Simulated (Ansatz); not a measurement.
**TiB2: frozen-core PAW against all-electron methods**

```
Ti B
1.0
     2.99891    0.00000    0.00000
    -1.49945    2.59713    0.00000
     0.00000    0.00000    3.22840
Ti B
1 2
Direct
  0.00000 0.00000 0.00000
  0.33333 0.66667 0.50000
  0.66667 0.33333 0.50000
```

Atoms are numbered in the order listed.

The geometry is COD entry 2002799, unchecked; take it as a test cell. The listed cell was then made from it by scaling, straining or moving an atom.

Levels of theory: DFT, PBEsol, PAW with Ansatz's default frozen-core files, scalar-relativistic (Ansatz 0.2.0); DFT, PBEsol, all-electron LAPW, scalar-relativistic (Ansatz 0.2.0).

For PAW: a Γ-centred 15×15×13 k mesh, Fermi–Dirac smearing of 0.08 eV, cutoff 420 eV, no spin polarisation; the PAW files were made with PBE, and the program remakes their frozen cores for this functional. LAPW targets a basis error of 1 meV/atom. The Ansatz runs share mesh, smearing and spin set-up. Plane-wave (PAW) pressures include the program's estimate of the Pulay term.

Stress and pressure are positive in compression.

The change that made this cell: equal xx and yy strain of -1 %.

PAW results:

```
       quantity    PAW
 pressure (GPa)   0.44
stress xx (GPa)   3.20
stress zz (GPa)  -5.08
```

(1) What does full-potential LAPW give for the same quantities?

Results:

(1) 
```
       quantity   LAPW
 pressure (GPa)   0.41
stress xx (GPa)   3.15
stress zz (GPa)  -5.07
```
